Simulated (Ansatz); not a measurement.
## C: computed property card

C:
Space group Fd-3m, origin choice 1 (No. 227); a = b = c = 9.5887 Å, α = β = γ = 90.00°

```tsv
atom	site	symmetry	x	y	z
C	8b	-43m	0.5000	0.5000	0.5000
C	32e	.3m	0.5889	0.5889	0.5889
```
(The calculation used a cell of 10 atoms; values per cell refer to that cell.)

Space group Fd-3m (No. 227); conventional cell a = b = c = 9.5887 Å, α = β = γ = 90.00°.

Method: r²SCAN in the plane-wave PAW code Ansatz. Geometry: relaxed at this level of theory. Other levels are named where they apply.

Cell and energy:

| Item | Value |
|---|---|
| Volume per atom | 22.04 Å³ |
| Density | 0.90 g/cm³ |

Electronic structure:

| Item | Value |
|---|---|
| Band gap | 5.12 eV (smallest direct gap 5.13 eV) |
| Valence-band maximum | at L |
| Conduction-band minimum | on the K–Γ line, 11 % of the way from K (12 equivalent valleys) |
| Electron effective mass | 1.2, 3.0, 9.5 mₑ (principal values) |
| HSE06 gap on the r²SCAN cell | 6.13 eV |

Mechanics:

| Property | Value |
|---|---|
| Bulk modulus (Birch–Murnaghan fit) | 87.4 GPa |
| Pressure derivative B′ | 3.7 |
| Elastic constants (relaxed ions, GPa) | C11 = 95.5, C12 = 83.6, C44 = 15.9 |
| Mechanical stability | stable (all eigenvalues of C positive) |
| Hill bulk and shear moduli | 87.5 and 10.7 GPa |
| Young's modulus | 30.9 GPa |
| Poisson's ratio | 0.44 |
| Debye temperature from the elastic constants | 416 K |

The start of the workflow was typed in or built on a structure type. Its sites differ from those of the usual phase in this space group: another stacking or structure type. Symmetry was held in the r²SCAN relaxation; whether a distortion lowers the energy is not shown.

Potentials: the later of the program's two PAW sets.
